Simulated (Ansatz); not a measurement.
A geometry of ZrPbO$_{3}$ away from equilibrium: the start of the relaxation of a generated cell, ZrPbO3 placed in the LiNbO3 structure type. These are r2SCAN (plane waves to 500 eV, PAW, scalar-relativistic; Ansatz, a first-principles code) values and carry that method's errors. Γ-centred k-mesh 5×5×5 on the run's cell (coarser than for final values), Fermi–Dirac smearing 0.05 eV.

```xyz
10
Lattice="2.8617 1.6522 5.0383 -2.8617 1.6522 5.0383 0.0000 -3.3044 5.0383" Properties=species:S:1:pos:R:3 pbc="T T T"
Pb     0.0000     0.0000    10.7693
Pb     0.0000     0.0000     3.2119
Zr     0.0000     0.0000    14.9214
Zr     0.0000     0.0000     7.3639
O      1.7327    -0.2678     8.8170
O     -1.0983    -1.3667     8.8170
O     -0.6344     1.6345     8.8170
O      0.6344    -1.6699     6.2979
O     -1.7634     0.2855     6.2979
O      1.1289     1.3844     6.2979
```

Q: Give the Cartesian forces on all atoms (eV/Å).

A: 
```json
[
 {"atom": "Pb1", "Fx": "0.00", "Fy": "0.00", "Fz": "0.07"},
 {"atom": "Pb2", "Fx": "0.00", "Fy": "0.00", "Fz": "0.07"},
 {"atom": "Zr3", "Fx": "0.00", "Fy": "0.00", "Fz": "-0.38"},
 {"atom": "Zr4", "Fx": "0.00", "Fy": "0.00", "Fz": "-0.38"},
 {"atom": "O5", "Fx": "-0.88", "Fy": "-1.70", "Fz": "0.11"},
 {"atom": "O6", "Fx": "-1.03", "Fy": "1.61", "Fz": "0.11"},
 {"atom": "O7", "Fx": "1.91", "Fy": "0.09", "Fz": "0.11"},
 {"atom": "O8", "Fx": "-1.91", "Fy": "0.09", "Fz": "0.11"},
 {"atom": "O9", "Fx": "1.03", "Fy": "1.61", "Fz": "0.11"},
 {"atom": "O10", "Fx": "0.88", "Fy": "-1.70", "Fz": "0.11"}
]
```

Q: What is the pressure?

A: +3.1 GPa, compression positive.

Q: How far above the relaxed end point is this geometry?

A: 0.18 eV/atom; the path ends in R3c (No. 161).

No spin polarisation in the result.

The run could not lose the symmetry of its start; a randomly shaken copy of 10 atoms returns to this structure.

The end of the path is a generated cell of ZrPbO3: the first start was made by placing the elements on the sites of a structure type, and the end was not matched to a known phase here, so it may be hypothetical.
